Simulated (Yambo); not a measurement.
## How GW settings move the gap: CsCaF3

G0W0@PBEsol for CsCaF3 (cubic perovskite, space group Pm-3m, No. 221) in Yambo. Reference settings: 2×2×2 Γ-centred k mesh, 272 bands and a 7 Ry block in the screening, 272 bands in G with the Bruneval-Gonze terminator, plasmon pole fitted at 27.2 eV. The PBEsol gap Γ → Γ on this mesh is 6.97 eV; G0W0 gaps are taken between the same points.

```tsv
change from the reference	G0W0 gap Γ → Γ (eV)	shift of the valence edge (eV)	rough Yambo cost
reference settings	10.25	-2.17	1
108 bands in W, 108 bands in G	10.58	-2.07	about 1/3
108 bands in G	10.31	-2.15	–
176 bands in G	10.26	-2.17	–
132 bands in W	10.44	-2.10	within a factor of two
3 Ry block	10.38	-2.38	within a factor of two
pole fitted at 40 eV	10.27	-2.22	–
176 bands in G, no terminator	10.13	-1.84	–
no terminator	10.17	-1.98	–
```

The reference isn't shown to be the converged limit. Costs are rough (shared machines), scaled to the same edge states, and given only for runs that recompute the screening.

The cell is held in this high symmetry; tilts and polar distortions were not searched.

Geometry of the Materials Project entry, not relaxed at this level; primitive cell a = 4.5205 Å, b = 4.5205 Å, c = 4.5205 Å, α = 90.00°, β = 90.00°, γ = 90.00°.

The structure is a Materials Project entry; no match was found in the copy of COD used, and its stability was not checked.

A shift is the quasiparticle energy of the state minus its PBEsol energy.
